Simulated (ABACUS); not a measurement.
Set-up for a self-consistent single point of Mg2ZnO3 (P-3m1, 6 atoms in the cell; from Materials Project mp-1222123, changed as shown).

```xyz
6
Lattice="3.0229 0.0000 0.0000 -1.5114 2.6179 0.0000 0.0000 0.0000 7.3786" Properties=species:S:1:pos:R:3 pbc="T T T"
Mg     0.0000     1.7452     4.9126
Mg     1.5114     0.8726     2.4659
Zn     0.0000     0.0000     0.0000
O      0.0000     1.7452     1.2737
O      1.5114     0.8726     6.1049
O      0.0000     0.0000     3.6893
```

Method: PBEsol, numerical atomic orbitals DZP (confined pseudo-atomic orbitals with Gaussian additions; energy shift 0.003 Ry), PseudoDojo 0.4 standard norm-conserving PBEsol (tails mended) pseudopotentials (ABACUS).

ABACUS settings:

```
key                                                                      value
---------------  -------------------------------------------------------------
basis                     DZP numerical atomic orbitals, energy shift 0.003 Ry
KPT                                                        Gamma 10 10 4 0 0 0
basis_type                                                                lcao
ecutwfc                                                                 100 Ry
smearing_method                                                          fixed
potentials       PseudoDojo 0.4 standard norm-conserving PBEsol (tails mended)
symmetry                                                                     1
ks_solver                                                              genelpa
scf_nmax                                                                   100
scf_thr                                                                1.0e-06
mixing_type                                                            broyden
```

Task: Estimate, at this level of theory: gap on the k-point mesh, pressure and largest force (vector length).

Result: The run gave:

| Quantity | Value |
|---|---|
| Gap on the k-point mesh | 2.87 eV |
| Pressure | -2.28 GPa |
| Largest force (vector length) | 0.189 eV/Å |

The gap is read on the k-point mesh of the run and can differ from the gap over the whole zone at this level.

For comparison: a first run was changed to give this one (volume scaled by 0.99), and from it to this one the free energy drops by 1.9 meV/atom, the pressure goes from -3.81 to -2.28 GPa, the largest force goes from 0.196 to 0.189 eV/Å and the gap on the mesh goes from 2.805 to 2.875 eV.

The atom-centred basis is finite, which shifts total energies, pressures, gaps and forces against plane waves. The structure comes from a collection of computed structures, made at another level of theory; the collection holds predicted forms beside known ones.

Cost on one core: very roughly 70 core-seconds.

The atomic orbitals were generated for these runs; they are not ABACUS's published sets and were checked against plane waves on a few crystals only.

“Tails mended”: in these copies of the files the far tail of each local potential was reset to the Coulomb form.
